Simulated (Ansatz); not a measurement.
Values for one crystal, relaxed and computed with LDA (plane waves, PAW; program Ansatz); other levels are named.

Volume per atom: 32.49 Å³
Band gap: 1.92 eV (direct)
Dynamical stability on the path: unstable, down to 22i cm⁻¹
Valence-band maximum: at Z (k = 0.000, 0.000, 0.500)
Conduction-band minimum: at Z (k = 0.000, 0.000, 0.500)
Formation energy from the elements (no fitted shifts): -1.50 eV/atom
Zone-centre stability: no imaginary mode at Γ

Task: Pick the material that matches.
(A) CsPbBr3, cubic perovskite
(B) CsPbCl3, Amm2 (Pearson symbol oS20)
(C) Ge3PbSe4, Pm (Pearson symbol mP8)
(D) LiCl, rock salt

Result: B, CsPbCl3, Amm2 (Pearson symbol oS20)

The first step of the workflow began from a Materials Project structure, measured or hypothetical; the Crystallography Open Database copy checked does not list it. COD files the formula under space group No. 221, so this cell is another polymorph or a model. Its standing as an ambient phase is unchecked. Symmetry was held in the LDA relaxation. The references are the lowest solids computed at this level, not always the standard phases (solids in place of the gases). Scalar-relativistic: spin–orbit coupling is off unless named, which matters more the heavier the elements.

Potentials: the later of the program's two PAW sets.
